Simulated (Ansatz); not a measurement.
Values for one crystal, relaxed and computed with r²SCAN (plane waves, PAW; program Ansatz); other levels are named.

```yaml
volume_per_atom: 14.21 Å³
electronic_character: metallic (no gap)
Pressure derivative B′: 4.6
Formation energy from the elements (no fitted shifts): -0.86 eV/atom
Gap with spin–orbit coupling: none (metallic)
Bulk modulus (Birch–Murnaghan fit): 206 GPa
Density of states at the Fermi level: 0.74 states/eV per atom (mean over ±0.08 eV)
```

Problem. Pick the material that matches.
(A) BaIrO3, cubic perovskite
(B) ScB2, P6/mmm (Sc on 1a, B on 2d)
(C) LuBRh3, cubic perovskite
(D) CoB2W2, Immm (Co on 2a, W on 4j, B on 4h)

Solution. C, LuBRh3, cubic perovskite

Space group Pm-3m (cubic perovskite). The workflow started from an entry of the Crystallography Open Database (COD). Whether it is the stable phase at ambient conditions was not checked. The r²SCAN relaxation kept the symmetry of its start; whether a distortion lowers the energy is not shown. The run is not spin-polarised. The references are the lowest solids computed at this level, not always the standard phases. Scalar-relativistic: spin–orbit coupling is off unless named, which matters more the heavier the elements.

Potentials: the later of the program's two PAW sets.
